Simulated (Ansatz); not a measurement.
SiBiO3 in space group P4mm (No. 99; Si on 1b, Bi on 1a, O on 2c, O on 1b), DFT-r²SCAN in the program Ansatz with PAW potentials, all energies at zero smearing, with the estimated change up to a 700 eV cutoff added, with one set of potentials and settings (totals compare only within such a set). Cell of 5 atoms (1 Si, 1 Bi, 3 O): -14758.849 eV.

| element | reference phase | E (eV/atom) |
|---|---|---|
| Si | Fd-3m, 2 atoms in the cell | -639.0665 |
| Bi | R-3m, 2 atoms in the cell | -12413.3336 |
| O | C2/m, 4 atoms in the cell, spin-polarised | -566.0346 |

Formation energy per atom, worked out: (-14758.849 − 1×(-639.0665) − 1×(-12413.3336) − 3×(-566.0346))/5 = -1.669 eV/atom (-161 kJ per mol of atoms), at 0 K, without zero-point energy or fitted corrections.

The start of the workflow was typed in or built on a structure type; neither database checked (COD, Materials Project) lists it. Its standing as an ambient phase is unchecked. The r²SCAN relaxation kept the symmetry of its start; whether a distortion lowers the energy is not shown. The volume moved by 20 % from the start of the relaxation. The references are the lowest solids computed at this level, not always the standard phases (solids in place of the gases). Scalar-relativistic: spin–orbit coupling is off unless named, which matters more the heavier the elements.

Potentials: the earlier of the program's two PAW sets. The files were generated under PBE; for other functionals the program regenerates the frozen cores, and for LDA and PBEsol the local potential too.
